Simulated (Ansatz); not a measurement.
Level of theory: DFT PBE, scalar-relativistic, plane waves, PAW, and for the lanthanide a 4f-in-core norm-conserving potential, in Ansatz. All cells share a 690 eV cutoff and Γ-centred k meshes spaced about 0.3 Å⁻¹ or finer (0.25 for metals, 2π included). No spin polarisation.

All energies are static (0 K, no zero-point motion).

Compare these two cells of Li4TmGe, each relaxed at this level.

A.

```
CELL_PARAMETERS angstrom
4.62951 0.00000 0.00000
-2.31475 4.00927 0.00000
0.00000 0.00000 5.90226
ATOMIC_POSITIONS crystal
Li 0.33333 0.66667 0.20863
Li 0.33333 0.66667 0.79137
Li 0.66667 0.33333 0.79137
Li 0.66667 0.33333 0.20863
Tm 0.00000 0.00000 0.50000
Ge 0.00000 0.00000 0.00000
```

B.

```
CELL_PARAMETERS angstrom
2.07341 -6.89391 0.00000
2.07341 6.89391 0.00000
0.00000 0.00000 4.13207
ATOMIC_POSITIONS crystal
Li 0.33478 0.66522 0.00000
Li 0.82859 0.17141 0.50000
Li 0.17141 0.82859 0.50000
Li 0.66522 0.33478 0.00000
Tm 0.50000 0.50000 0.50000
Ge 0.00000 0.00000 0.00000
```

**Question.** Which is lower in energy, and by how much?

**Answer.** B is lower, by 6 meV/atom. A has space group P6/mmm (No. 191), 18.3 Å³/atom and no gap on its mesh; B has space group Cmmm (No. 65), 19.7 Å³/atom and no gap. Counting Li or Tm atoms around Ge (for each partner element, those within 1.25 times its shortest distance or 1.15 times the sum of covalent radii, where it is the nearest in units of that sum or under 1.3; a plus sign parts groups by distance over the sum of covalent radii), A has Ge 2+12 and B has Ge 4+8. The lower one is the more open, so pressure narrows the difference. In A, Li has 1 Li at 2.46 Å, 3 Li at 2.67 Å, 3 Ge at 2.94 Å and 3 Tm at 3.18 Å; Tm has 2 Ge at 2.95 Å and 12 Li at 3.18 Å; Ge is surrounded by 12 Li at 2.94 Å and 2 Tm at 2.95 Å. In B, around Li on its first site lie 8 Li at 2.93–3.12 Å, 2 Tm at 3.08 Å and 2 Ge at 3.08 Å; Tm has 4 Ge at 2.93 Å, 8 Li at 3.08–3.14 Å and 4 Tm at 4.13–4.15 Å; Ge has 4 Tm at 2.93 Å and 8 Li at 3.08–3.14 Å; 1 more site not described. Both come from trial cells of a structure search.

For metals, differences of a few meV/atom aren't resolved. B has imaginary phonons (to 80i cm⁻¹), so it is a saddle point at this level. A kick in its own cell came back all the same. Other cells relaxed within their symmetry can be saddle points.

The lanthanide is trivalent by construction, without f bands, f moments or other valences.
